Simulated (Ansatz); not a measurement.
A geometry of AlNi away from equilibrium: step 2 of the relaxation of a relaxed AlNi cell, doubled along one cell vector, shaken by Gaussian noise of σ = 0.08 Å a coordinate. All values below come from PBE (plane waves to 420 eV, PAW, scalar-relativistic; Ansatz, a first-principles code). Γ-centred k-mesh 10×10×5 on the run's cell (coarser than for final values), Fermi–Dirac smearing 0.05 eV.

```xyz
12
Lattice="1.9598 1.1880 6.4090 -1.9933 1.1819 6.4204 -0.0440 -4.4524 12.7782" Properties=species:S:1:pos:R:3:forces:R:3 pbc="T T T" free_energy=-38266.806 pressure_GPa=1.2
Ni    -0.0517     0.1207    18.8157    0.3719    0.4177    0.4362
Ni    -0.0668    -2.0424    25.2173    0.0988   -0.3157    0.1630
Ni     0.1060     0.0023     4.5763   -0.4044   -0.0942   -0.1690
Ni    -0.0173    -2.1909    10.9510    0.3146   -0.3039   -0.7980
Ni    -0.0082     0.0822    13.9311   -0.1610    0.2669   -0.0615
Ni     0.0009    -2.1128    20.3955   -0.1279    0.1941   -0.6871
Al     0.0273     0.0418     2.0894    0.0853   -0.2811    0.5369
Al    -0.0334    -2.1995     8.5135    0.4572   -0.1805   -0.0795
Al     0.0038     0.0635     6.9796   -0.0419    0.0529   -0.5153
Al     0.0275    -2.1409    13.1890   -0.4582   -0.3296    1.0432
Al     0.0307     0.0122    16.4617   -0.5312    0.5891   -0.3938
Al    -0.0627    -2.1131    22.7870    0.3968   -0.0157    0.5247
```

Positions in Å, forces in eV/Å, free energy of the cell in eV (comparable only within this code, potentials and settings). Largest force: 1.19 eV/Å, on Al10 (atoms numbered as listed); the geometry lies 0.02 eV/atom above the end of its relaxation.

No spin polarisation in the result. A magnetic state may lie lower.

The end of the path is a generated cell of AlNi: the first start was made by placing the elements on the sites of a structure type, and the end was not matched to a known phase here, so it may be hypothetical. Known forms of AlNi include space group No. 221.
